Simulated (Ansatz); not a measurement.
Si: a jump of Ni

All numbers below come from Ansatz 0.2.0, DFT r2SCAN, scalar-relativistic, plane waves, PAW. Settings: 500 eV cutoff, 2×2×2 k-mesh, Gaussian smearing of 0.02 eV, no spin polarisation.

In a supercell of 16 host sites, interstitial Ni hops to an equivalent place, moving 0.76 Å between the relaxed ends. Climbing-image nudged elastic band at fixed cell with images 0 (start) to 6 (end), the path measured over all atoms, converged to 0.05 eV/Å; the order of the saddle wasn't checked, and the small cell leaves errors of about a tenth of an eV.

Start:

```xyz
17
Lattice="0.0000 5.4437 -5.4437 5.4437 5.4437 0.0000 5.4437 0.0000 -5.4437" Properties=species:S:1:pos:R:3 pbc="T T T"
Si    1.3293    1.3092   -1.3091
Si    4.1701    4.1501   -1.3091
Si    1.5984    3.8808   -3.8811
Si    4.0769    6.8460   -4.1185
Si    4.1700    1.3092   -4.1491
Si    6.8044    4.1186   -4.1185
Si    4.0769    4.1181   -6.8459
Si    6.8047    6.8460   -6.8459
Si    5.4417    5.4814   -2.7704
Si    2.9443    2.5350   -2.5343
Si    5.5665    8.1835   -5.3564
Si    2.7395    5.3564   -5.3564
Si    8.1527    5.4815   -5.4810
Si    5.4416    2.7702   -5.4810
Si    8.1644    8.2022   -8.2024
Si    5.5667    5.3562   -8.1830
Ni    0.3049   -0.2691    0.2701
```

Atom 17 jumps to (0.305, 0.269, -0.270) Å.

Task: Give the energy along the band and the structure at its top.

Result:
```csv
image,path (Å),E − E(0) (eV),Ni x (Å),Ni y (Å),Ni z (Å),force on Ni (eV/Å)
0,0.00,0.000,0.305,-0.269,0.270,0.00
1,0.21,0.015,0.348,-0.189,0.190,0.08
2,0.41,0.053,0.373,-0.095,0.095,0.12
3,0.62,0.087,0.387,0.000,0.000,0.00
4,0.82,0.053,0.373,0.095,-0.095,0.12
5,1.03,0.015,0.348,0.189,-0.190,0.08
6,1.23,0.000,0.305,0.269,-0.270,0.00
```

Barrier 0.09 eV. Image 3:
```xyz
17
Lattice="0.0000 5.4437 -5.4437 5.4437 5.4437 0.0000 5.4437 0.0000 -5.4437" Properties=species:S:1:pos:R:3 pbc="T T T"
Si    1.4780    1.4341   -1.4342
Si    4.1464    4.1578   -1.2859
Si    1.4780    4.0096   -4.0095
Si    4.0881    6.8192   -4.0682
Si    4.1464    1.2859   -4.1578
Si    6.7754    4.0742   -4.0742
Si    4.0881    4.0682   -6.8192
Si    6.7754    6.8133   -6.8132
Si    5.4973    5.5025   -2.7069
Si    2.9540    2.7219   -2.7219
Si    5.4973    8.1805   -5.3848
Si    2.7806    5.4437   -5.4437
Si    8.1118    5.4437   -5.4437
Si    5.4973    2.7069   -5.5026
Si    8.1543    8.1656   -8.1656
Si    5.4973    5.3849   -8.1805
Ni    0.3873    0.0000    0.0000
```

Cost: 1 run of about 24 core-minutes, on Intel Xeon Processor @ 2.50GHz (Skylake/Cascade Lake) (shared hosts).